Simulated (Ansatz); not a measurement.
This run works on a generated trial structure, not on a known crystal.

Input and command of a plane-wave DFT calculation in Ansatz:

```yaml
crystal:
  lattice:
    - [-2.35278534, 3.82313781, 4.77574659]
    - [2.35278534, -3.82313781, 4.77574659]
    - [2.35278534, 3.82313781, -4.77574659]
  atoms:
    - { symbol: Rb, position: [0.83465675, 0.83465675, 0.0] }
    - { symbol: Rb, position: [0.16534325, 0.16534325, 0.0] }
    - { symbol: Rb, position: [0.5, 0.5, 0.0] }
    - { symbol: Na, position: [0.0, 0.5, 0.5] }
    - { symbol: O, position: [0.36984707, 0.0, 0.36984707] }
    - { symbol: O, position: [0.63015293, 0.0, 0.63015293] }
basis:
  ecutwfc: 420
kpoints:
  mp_grid: { grid: [3, 3, 3] }
hamiltonian:
  xc: pbe
scf:
  occupations: { method: gaussian, width: 0.15 }
  lower_state_search: "off"
output:
  forces: true
  stress: true
  eigenvalues: true
relax:
  adjacent_minimum: "off"
  f_tol: 0.08
  max_steps: 16
  cell: { stress_tol: 0.8 }
```

```bash
ansatz run input.yaml --threads 1 --pin off --max-ram 2560MiB --backend cpu --events-out ev --progress --plain --runs-dir out
```

Processor: Intel(R) Xeon(R) Processor @ 2.50GHz (Skylake/Cascade Lake), 1 thread, on a host shared with other jobs.

Estimate time, memory and problem size.

About 2.1 min, peak memory 0.46 GiB. It solves 30 bands at 8 k points (after reduction by symmetry) with about 3293 plane waves (on the last cell), in 102 SCF iterations over 15 ionic steps.
